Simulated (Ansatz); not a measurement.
How TePd (P6_3/mmc) stiffens under pressure

```
CELL_PARAMETERS angstrom
4.15827 0.00000 0.00000
-2.07913 3.60117 0.00000
0.00000 0.00000 5.61634
ATOMIC_POSITIONS crystal
Te 0.33333 0.66667 0.25000
Te 0.66667 0.33333 0.75000
Pd 0.00000 0.00000 0.00000
Pd 0.00000 0.00000 0.50000
```

This is the zero-pressure cell. At each pressure cell and atoms are relaxed in this structure, and the constants are slopes of the stress at strains of ±0.005 with relaxed ions (the coefficients that govern stability under load). Level: PBEsol, PAW on Ansatz 0.2.0's default frozen-core files (fitted under PBE), scalar-relativistic; k mesh 12×12×8, strains of ±0.005, Fermi-Dirac smearing of 0.100 eV, cutoff 420 eV. P is the pressure of the relaxed cell, less that of this one.

```
P (GPa)    V/V₀  C11 (GPa)  C12 (GPa)  C13 (GPa)  C33 (GPa)  C44 (GPa)
   0.00  1.0000      152.0      112.5       86.1      171.5       21.3
   0.95  0.9920      157.2      117.6       90.3      177.8       22.5
   1.98  0.9838      162.8      123.0       94.8      184.6       23.8
   3.98  0.9689      173.2      133.5      103.3      197.5       26.3
   6.96       ?          ?          ?          ?          ?          ?
  10.00  0.9308      202.7      164.8      128.2      234.8       33.3
  14.96  0.9049      225.4      190.2      148.2      264.1       39.0
```

Question: Does the bulk modulus from the constants agree with the pressure-volume curve?

Answer: A third-order Birch-Murnaghan fit to the volumes shown (F against f, f = [(V₀/V)^(2/3) − 1]/2) gives B₀ = 116.1 GPa and B′ = 5.1. Its −V dP/dV stands beside the Reuss value 1/ΣS_ij (i, j ≤ 3):

| P (GPa) | from P(V) | from the constants |
| --- | --- | --- |
| 0.00 | 116.1 | 116.1 |
| 0.95 | 120.9 | 120.9 |
| 1.98 | 126.1 | 126.1 |
| 3.98 | 135.9 | 136.0 |
| 10.00 | 164.8 | 164.7 |
| 14.96 | 187.9 | 187.5 |

Question: What are the pressure derivatives at zero pressure?

Answer: Slopes at V₀ of quadratic fits in −ln(V/V₀) through the first four rows shown, divided by B₀: dC11/dP = 5.5, dC12/dP = 5.3, dC13/dP = 4.4, dC33/dP = 6.7, dC44/dP = 1.3. The mean slopes up to 2.0 GPa are 5.4, 5.3, 4.4, 6.6, 1.2; curvature and scatter of the constants part the two.

Question: Fill the row at 6.96 GPa.

Answer: Cubic fits in −ln(V/V₀) through all rows shown give C11 = 188.2, C12 = 149.1, C13 = 115.8, C33 = 216.3, C44 = 29.8 GPa. Computed: V/V₀ = 0.9489, C11 (GPa) = 188.2, C12 (GPa) = 149.0, C13 (GPa) = 115.8, C33 (GPa) = 216.3, C44 (GPa) = 29.8.

Question: Does a shear stiffness soften?

Answer: C44 goes from 21.3 to 39.0 GPa; (C11 − C12)/2 goes from 19.8 to 17.6 GPa, through a maximum of 19.9 near 2 GPa. (C11 − C12)/2 softens under pressure, though the lattice stays mechanically stable over this range.

Known limits: no other phase was computed; many crystals of this kind change structure within this range, and rows or crossings beyond such a change describe a metastable lattice; frozen-core PAW files fitted under PBE, their cores solved anew for the functional of the run; responses of metals move with mesh and smearing; the softest shear constant rests on one k mesh, and a soft shear can herald a distortion on cooling; elastic stability says nothing of phonons or of other phases; phonons weren't checked at these pressures.
